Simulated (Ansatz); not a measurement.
SnS$_{2}$:
```xyz
6
Lattice="3.6313 0.0000 0.0000 -1.8156 3.1448 0.0000 0.0000 0.0000 11.4218" Properties=species:S:1:pos:R:3 pbc="T T T"
Sn     0.0000     2.0965     7.1399
Sn     1.8156     1.0483     1.4290
S      1.8156     1.0483     8.6057
S      0.0000     2.0965     2.8948
S      0.0000     0.0000    11.3812
S      0.0000     0.0000     5.6703
```

LDA (plane waves, PAW; program Ansatz) gives a gap of 0.83 eV without spin–orbit coupling, maximum on the K–Γ line, 86 % of the way from K, minimum at M.

Problem. What happens when spin–orbit coupling is switched on?

Solution. The gap stays essentially unchanged, to 0.83 eV; maximum on the K–Γ line, 87 % of the way from K, minimum at M.

Space group P6_3mc. The first step of the workflow began from a Materials Project structure, measured or hypothetical; the Crystallography Open Database copy checked does not list it. It is not the phase usual at ambient conditions (space group No. 164). The LDA relaxation kept the symmetry of its start; its stability against distortions is not shown here. A crystal of weakly bound layers computed without a dispersion correction: the cell and the soft elastic constants depend strongly on that.

Potentials: the later of the program's two PAW sets.
